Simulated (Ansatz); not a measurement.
Cu Kα1 powder pattern (kinematic, no thermal factors).
2θ (°) (relative intensity): 15.39 (28), 22.28 (93), 27.93 (46), 31.06 (46), 32.04 (100), 32.37 (2), 36.02 (9), 42.26 (26), 43.27 (2), 45.47 (1), 46.19 (15), 47.36 (1), 49.42 (29), 50.32 (8), 52.08 (4), 54.21 (2), 55.88 (16), 57.73 (4), 58.53 (2), 59.53 (31), 60.12 (11), 62.66 (11), 64.76 (4), 66.08 (5), 67.01 (5), 69.95 (6), 70.86 (2), 71.94 (5), 76.92 (2), 77.80 (5), 79.37 (3), 80.07 (6), 81.45 (8), 83.18 (1), 85.59 (11), 86.27 (2), 86.79 (4), 87.65 (5)

The pattern is computed from a structure relaxed with DFT PBE, scalar-relativistic, plane waves, PAW (Ansatz 0.2.0). No spin polarisation. Its elements are Cl, Si.

Task: Give the structure.

Result: SiCl5.
Space group P-62m (No. 189). a = 6.383 Å, b = 6.383 Å, c = 5.754 Å, α = 90.00°, β = 90.00°, γ = 120.00°
```json
{"atom": "Si", "site": "1a", "symmetry": "-62m", "x": "0.0000", "y": "0.0000", "z": "0.0000"}
{"atom": "Cl", "site": "2d", "symmetry": "-6..", "x": "0.3333", "y": "0.6667", "z": "0.5000"}
{"atom": "Cl", "site": "3f", "symmetry": "m2m", "x": "0.3060", "y": "0.0000", "z": "0.0000"}
```

A pattern alone doesn't exclude other cells with like lines; this is the one computed.

The structure comes from a generated guess; another structure or a mixture of phases may lie lower. No dispersion correction is applied, so the spacing between layers, chains or molecules is poorly fixed.
